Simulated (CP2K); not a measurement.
# Fitting the PBE energy curve of La3Hf

Symmetry: Pm-3m, No. 221, cubic system. Conventional cell: a = 5.045 Å, b = 5.045 Å, c = 5.045 Å, α = 90.00°, β = 90.00°, γ = 90.00°. Hf (site symmetry m-3m) is surrounded by 12 La at 3.57 Å. La (site symmetry 4/mmm) has 4 Hf at 3.57 Å and 8 La at 3.57 Å as nearest neighbours.

The cell comes from a database or a generator and needn't be the stable form of this composition.

The cell was scaled at fixed shape and fractions and run with CP2K, POTENTIAL_UZH Hf GTH-PBE-q12; GTH_POTENTIALS La GTH-PBE-q11; TZVP-MOLOPT-PBE-GTH, TZVP-MOLOPT-SR-GTH basis; PBE, k mesh 5 × 5 × 5 on the cell of 4 atoms, fermi-dirac occupations of 0.05 eV, no spin polarisation, no spin-orbit coupling. Energies are those that the program minimises, any entropy of the smearing included. For a metal such a mesh isn't converged to the digits shown.

```tsv
V (Å³/atom)	energy over the lowest row (meV/atom)
30.1777	34.53
30.8197	20.03
31.4618	9.62
32.1039	?
32.7460	0.00
33.3880	0.00
34.0301	2.81
```

Fit the third-order Birch-Murnaghan form, give V0, B0 and B′, and predict the energy left open.

With y = (V0/V)^(2/3), E = E0 + (9 V0 B0/16) [(y - 1)³ B′ + (y - 1)² (6 - 4y)]. Least squares through the rows shown give V0 = 33.0641 Å³/atom, E0 = -0.38 meV, B0 = 38.04 GPa (1 eV/Å³ = 160.218 GPa) and B′ = 4.09, with a largest miss of 0.04 meV. At V = 32.1039 the form with these constants gives 3.10 meV; the run gave 3.11 meV an atom.
